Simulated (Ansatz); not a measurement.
Given:

AgI (wurtzite)

```
CELL_PARAMETERS angstrom
      4.68522     0.00000     0.00000
     -2.34261     4.05752     0.00000
      0.00000     0.00000     7.66214
ATOMIC_POSITIONS crystal
  Ag 0.66667 0.33333 0.00005
  Ag 0.33333 0.66667 0.50005
  I  0.66667 0.33333 0.62515
  I  0.33333 0.66667 0.12515
```

Equation-of-state scan: isotropic scaling of the cell above, V₀ being its volume. The atoms relax within the cell's symmetry.

The numbers are results of PBE (plane waves to 420 eV, PAW, scalar-relativistic; Ansatz, a first-principles code), not measurements. k mesh 8×8×5 (Γ-centred), Fermi-Dirac smearing 0.05 eV. Energies are smeared free energies. Stress and pressure are positive under compression. With the shape held, the modulus is that of even scaling; a crystal free to change shape is softer. AgI was relaxed with its symmetry unable to fall. Spin-orbit coupling is left out, though I is heavy. ΔE is measured from the relaxed starting cell.

The scan covers V/V₀ from 0.940 to 1.060 in 9 points.

Q: What is ΔE at V/V₀ = 0.940?

A: 12.1 meV/atom.

Q: What is ΔE at V/V₀ = 1.060?

A: 9.4 meV/atom.

Q: What pressure does the cell carry at V/V₀ = 0.940?

A: 1.89 GPa.

(A scan under strain: stresses follow from slopes of the energy per volume, elastic moduli from its curvatures.)
